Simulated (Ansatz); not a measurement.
Values for one crystal, relaxed and computed with plane-wave PAW r²SCAN (Ansatz code); other levels are named.

- Volume per atom: 14.59 Å³
- Electronic character: metallic (no gap)
- Formation energy from the elements (no fitted shifts): -0.074 eV/atom
- Density of states at the Fermi level: 0.95 states/eV per atom (mean over ±0.08 eV)

Pick the material that matches.
(A) VW, Cmmm (V on 2a, W on 2c)
(B) AlRh, CsCl type
(C) LaPd3, Cu3Au type
(D) YCo, R-3m (Y on 6c, Co on 6c)

A, VW, Cmmm (V on 2a, W on 2c)

The workflow started from a Materials Project entry (that database holds measured and hypothetical structures alike); the Crystallography Open Database copy checked does not list it. With V and W taken as one species the cell has the higher symmetry Im-3m, so it may be an ordered model of a mixed-site phase. Whether it is the stable phase at ambient conditions was not checked. The r²SCAN relaxation kept the symmetry of its start; its stability against distortions is not shown here. No spin polarisation was allowed. The references are the lowest solids computed at this level, not always the standard phases. Spin–orbit coupling is left out wherever it is not named.

Potentials: the later of the program's two PAW sets.
